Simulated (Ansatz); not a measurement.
TiAl$_{3}$:
Space group I4/mmm (No. 139); a = 3.816 Å, b = 3.816 Å, c = 8.554 Å, α = 90.00°, β = 90.00°, γ = 90.00°

```tsv
atom	site	symmetry	x	y	z
Al	2b	4/mmm	0.0000	0.0000	0.5000
Al	4d	-4m2	0.0000	0.5000	0.2500
Ti	2a	4/mmm	0.0000	0.0000	0.0000
```
(The calculation used a cell of 4 atoms; values per cell refer to that cell.)

Relaxed at zero pressure with plane-wave PAW PBEsol (Ansatz code).

Q: The volume is lowered by 3 % and shape and atoms relax at that volume. What pressure results, and how do the axes share the change?

A: 3.6 GPa; a -1.0 %, b -1.0 %, c -1.1 %; the energy rises by 5 meV/atom.

Q: Give the new structure.

A: 
Space group I4/mmm (No. 139); a = b = 3.7783 Å, c = 8.4612 Å, α = β = γ = 90.00°

```
atom  site  symmetry       x       y       z
----  ----  --------  ------  ------  ------
Al      2b     4/mmm  0.0000  0.0000  0.5000
Al      4d      -4m2  0.0000  0.5000  0.2500
Ti      2a     4/mmm  0.0000  0.0000  0.0000
```

The phase is kept; no other phase was compared at this pressure.

The PBEsol relaxation kept the symmetry of its start. The run is not spin-polarised. Axis ratios of metals converge slowly with the k-mesh, so a and c are less sure than the volume.

Potentials: the later of the program's two PAW sets.
